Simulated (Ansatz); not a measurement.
TiC (rock salt, space group No. 225) at seven volumes, r²SCAN (plane waves, PAW; program Ansatz), scaled uniformly. One row is withheld.

```csv
V (Å³/atom),P (GPa)
9.225,29.76
9.529,18.32
9.833,8.47
10.138,-0.01
10.442,-7.31
10.746,-13.61
11.050,?
```

Fit the shown pressures and predict the withheld one.

P = (3/2)B₀(x^(7/2) − x^(5/2))[1 + (3/4)(B′ − 4)(x − 1)] with x = (V₀/V)^(2/3). Least squares on the six rows gives V₀ = 10.137 Å³/atom, B₀ = 262 GPa, B′ = 3.95. At V = 11.050, x = 0.9441 and P = -19.06 GPa. The run itself gave -19.03 GPa.

Space group Fm-3m (rock salt). The r²SCAN relaxation kept the symmetry of its start. The run is not spin-polarised.

Potentials: the earlier of the program's two PAW sets.
